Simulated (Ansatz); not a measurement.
Ga (α-Ga), relaxed with PBE (Ansatz, a program for electronic structure, plane waves, PAW): a = 4.5818 Å, b = 7.7429 Å, c = 4.5828 Å, α = β = γ = 90.00°.

B₀ by P(V) fit (GPa): 48.1

### Question
The same phase is relaxed and computed with r²SCAN in the same code. What are the cell and these values now?

### Answer
a = 4.474 Å, b = 7.597 Å, c = 4.526 Å, α = 90.00°, β = 90.00°, γ = 90.00°.

- B₀ by P(V) fit (GPa): 62.3

All cells were relaxed under the symmetry of their starts (and spin orders); stability against distortions was not tested throughout. Scalar-relativistic: spin–orbit coupling is off unless named, which matters more the heavier the elements.

Potentials: the earlier of the program's two PAW sets.

Ansatz is a plane-wave DFT program.
